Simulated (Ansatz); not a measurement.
Here is the system:

CdO:
Space group Pm-3m (No. 221); a = b = c = 2.8812 Å, α = β = γ = 90.00°

```json
[
 {"atom": "Cd", "site": "1a", "symmetry": "m-3m", "x": "0.0000", "y": "0.0000", "z": "0.0000"},
 {"atom": "O", "site": "1b", "symmetry": "m-3m", "x": "0.5000", "y": "0.5000", "z": "0.5000"}
]
```

This is the PBEsol-relaxed structure.

### Question
All from PBEsol in the plane-wave PAW code Ansatz, unless another level is named. Estimate the bulk modulus (Birch–Murnaghan fit).

### Answer
151 GPa.

### Question
What about the elastic constants (relaxed ions, GPa)?

### Answer
C11 = 328, C12 = 62.2, C44 = -25.9.

### Question
What about the highest zone-centre frequency?

### Answer
127 cm⁻¹.

The start of the workflow was typed in or built on a structure type; neither database checked (COD, Materials Project) lists it. It is not the phase usual at ambient conditions (space group No. 225). The PBEsol relaxation kept the symmetry of its start. At this level the phase is mechanically unstable. As this level gives no gap, shear constants depend on the k-mesh and smearing (Fermi–Dirac, 0.1 eV here). As this level gives no gap, phonon frequencies hold no LO–TO term and depend on the k-mesh and smearing (Fermi–Dirac, 0.1 eV here).

Potentials: the later of the program's two PAW sets.
